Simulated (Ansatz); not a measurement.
La$_{2}$O$_{3}$:
```
CELL_PARAMETERS angstrom
      3.88312     0.00000     0.00000
     -1.94156     3.36288     0.00000
      0.00000     0.00000     5.95097
ATOMIC_POSITIONS crystal
  La 0.66667 0.33333 0.75603
  La 0.33333 0.66667 0.24397
  O  0.66667 0.33333 0.35341
  O  0.33333 0.66667 0.64659
  O  0.00000 0.00000 0.00000
```

Relaxed with LDA. Special points in fractions of this cell's reciprocal vectors: Γ (0.000, 0.000, 0.000); M (0.500, 0.000, 0.000); K (0.333, 0.333, 0.000); A (0.000, 0.000, 0.500); L (0.500, 0.000, 0.500); H (0.333, 0.333, 0.500).

Problem. List the band energies nearest the valence-band maximum at these points for plane-wave PAW LDA (Ansatz code).

Solution. In eV from the valence-band maximum; about four levels below and three above (degenerate sets whole), none deeper than 8.9 eV; points with the same levels are listed once.

| k | below | above |
|---|---|---|
| Γ | -1.86 -0.50 -0.50 -0.21 | 4.26 4.49 4.49 |
| M | -0.78 -0.69 -0.44 -0.35 | 3.77 4.71 5.25 |
| K | -0.94 -0.94 -0.92 -0.08 | 3.73 4.74 4.74 |
| A | -1.13 -0.95 -0.36 -0.36 | 4.67 4.67 4.68 |
| L | -0.99 -0.83 -0.39 -0.01 | 4.42 4.60 5.10 |
| H | -0.62 -0.31 -0.31 -0.22 | 4.19 4.84 4.98 4.98 |

Space group P-3m1 (La2O3 or Ni2Al3 type). The cell was relaxed with LDA under the symmetry of its start. Scalar-relativistic: spin–orbit coupling is off unless named, which matters more the heavier the elements.

Potentials: the earlier of the program's two PAW sets. The files were generated under PBE; for other functionals the program regenerates the frozen cores, and for LDA and PBEsol the local potential too.
